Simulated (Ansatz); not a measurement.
Os:
```cif
data_Os
_chemical_formula_sum 'Os1'
_space_group_name_H-M_alt 'P 1'
_space_group_IT_number 1
_cell_length_a 2.70952
_cell_length_b 2.70952
_cell_length_c 2.70952
_cell_angle_alpha 60.000
_cell_angle_beta 60.000
_cell_angle_gamma 60.000
loop_
_space_group_symop_operation_xyz
  'x, y, z'
loop_
_atom_site_label
_atom_site_type_symbol
_atom_site_fract_x
_atom_site_fract_y
_atom_site_fract_z
_atom_site_occupancy
Os1 Os 0.00000 0.00000 0.00000 1
```

Relaxed with r²SCAN.

### Question
Tabulate the valence density and the electron localisation function along the shortest Os–Os contact (2.71 Å), the program Ansatz at the r²SCAN level (PAW).

### Answer


```csv
distance from Os (Å),density (e/Å³),ELF
0.27,7.83,0.52
0.41,7.03,0.66
0.54,5.31,0.69
0.68,3.32,0.62
0.81,1.77,0.47
0.95,0.95,0.33
1.08,0.63,0.29
1.22,0.49,0.35
1.35,0.46,0.39
1.49,0.49,0.35
1.63,0.63,0.29
1.76,0.95,0.33
1.90,1.77,0.47
2.03,3.32,0.62
2.17,5.31,0.69
2.30,7.03,0.66
2.44,7.83,0.52
```

The density is the valence pseudo-density with augmentation charge, so density and ELF within about 1 Å of a nucleus are not all-electron values.

Space group Fm-3m (fcc (Cu type)). The cell is a constructed one: a structure type filled with these elements; the Crystallography Open Database files this formula in space group No. 225, but the cells were not matched. It is not the phase usual at ambient conditions (space group No. 194). The r²SCAN relaxation kept the symmetry of its start; whether a distortion lowers the energy is not shown. The run is not spin-polarised. Spin–orbit coupling is left out wherever it is not named.

Potentials: the later of the program's two PAW sets.
